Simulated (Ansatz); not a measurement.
A (001) slab of Ru (P6_3/mmc (No. 194)), 6 planes, outer planes Ru (top) and Ru (bottom), with 6 atoms (Ru6) in a surface cell of A = 6.192 Å², as cut from the bulk:

```
CELL_PARAMETERS angstrom
2.67389 0.00000 0.00000
-1.33694 2.31565 0.00000
0.00000 0.00000 25.56600
ATOMIC_POSITIONS crystal
Ru 0.66667 0.33333 0.29336
Ru 0.33333 0.66667 0.37602
Ru 0.66667 0.33333 0.45867
Ru 0.33333 0.66667 0.54133
Ru 0.66667 0.33333 0.62398
Ru 0.33333 0.66667 0.70664
```

The calculation used DFT LDA, scalar-relativistic, plane waves, PAW (Ansatz 0.2.0). Plane waves to 420 eV, a k mesh through Γ of 15×15×1 on the computed 6-atom cell and Gaussian smearing (0.10 eV); no spin polarisation. The cell repeats along c with a dipole correction in the vacuum.

Against the same 6 atoms in the bulk, the slab as cut lies 2.543 eV higher and the relaxed slab 2.458 eV higher.

(1) Work out the surface energy before and after relaxation.

(2) What is the ideal work of this cut, per area?

Results:

(1) The slab has two faces, so γ = (E_slab − N·E_bulk)/(2A), the mean of both. As cut: 2.543/(2 × 6.192) = 0.2053 eV/Å², and 1 eV/Å² = 16.02 J/m², so γ = 3.29 J/m². Relaxed: 2.458/(2 × 6.192) = 0.1985 eV/Å² = 3.18 J/m². Relaxation recovers 3 % of the cost of cutting.

(2) Griffith's ideal work is 2γ: 6.58 J/m² if the new faces stay rigid, 6.36 J/m² if they relax. One thickness was run, 6 planes, so γ can still shift with it.